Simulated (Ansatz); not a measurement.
The relaxed structure here is a generated cell of TiAl: the first start was made by placing the elements on the sites of a structure type, and the end was not matched to a known phase here, so it may be hypothetical. Known forms of TiAl include space group No. 123.

A relaxed cell of TiAl (I4₁/amd (No. 141)), relaxed on a k-mesh at least as fine as the one used below. Level of theory: PBE (plane waves to 420 eV, PAW, scalar-relativistic; Ansatz, an electronic-structure program). Γ-centred k-mesh 9×5×12 on the run's cell (coarser than for final values), Fermi–Dirac smearing 0.05 eV.

```
CELL_PARAMETERS angstrom
     -1.92911     1.92911     4.41242
      3.85822    -3.85822     8.82484
      1.92911     1.92911    -4.41242
ATOMIC_POSITIONS crystal
  Ti 0.75000 0.12500 0.50000
  Ti 0.75000 0.62500 0.50000
  Ti 0.00000 0.00000 0.00000
  Ti 0.00000 0.50000 0.00000
  Al 0.50000 0.25000 0.00000
  Al 0.50000 0.75000 0.00000
  Al 0.25000 0.37500 0.50000
  Al 0.25000 0.87500 0.50000
```

The atoms are displaced by (Å):

```csv
atom,ux,uy,uz
Ti1,-0.074,-0.142,-0.077
Ti2,-0.077,0.043,-0.038
Ti3,0.105,0.036,-0.058
Ti4,-0.025,-0.084,-0.098
Al5,0.080,-0.025,-0.102
Al6,-0.195,0.006,0.058
Al7,-0.142,-0.007,-0.055
Al8,0.019,0.064,-0.066
```

Question: What forces (eV/Å) and pressure result?

Answer: 
```json
[
 {"atom": "Ti1", "Fx": "0.67", "Fy": "1.67", "Fz": "-0.03"},
 {"atom": "Ti2", "Fx": "0.15", "Fy": "-0.23", "Fz": "0.16"},
 {"atom": "Ti3", "Fx": "-1.35", "Fy": "-0.38", "Fz": "-0.30"},
 {"atom": "Ti4", "Fx": "-0.45", "Fy": "0.78", "Fz": "0.50"},
 {"atom": "Al5", "Fx": "-0.65", "Fy": "-0.08", "Fz": "0.32"},
 {"atom": "Al6", "Fx": "1.55", "Fy": "-0.35", "Fz": "-0.56"},
 {"atom": "Al7", "Fx": "0.98", "Fy": "-0.40", "Fz": "-0.11"},
 {"atom": "Al8", "Fx": "-0.90", "Fy": "-1.01", "Fz": "0.02"}
]
```

Pressure +1.5 GPa.

Question: Estimate the energy cost of the displacement in the harmonic approximation and compare with the calculation.

Answer: For a harmonic well ΔE = −½ Σ F·u = 0.593 eV a cell, or 74 meV/atom. The calculated energy relative to the undisplaced cell is +0.07 eV/atom, so the harmonic estimate holds well.

No spin polarisation in the result.

The run that gave the undisplaced cell could not lose the symmetry of its start; a randomly shaken copy of 8 atoms returns to this structure.
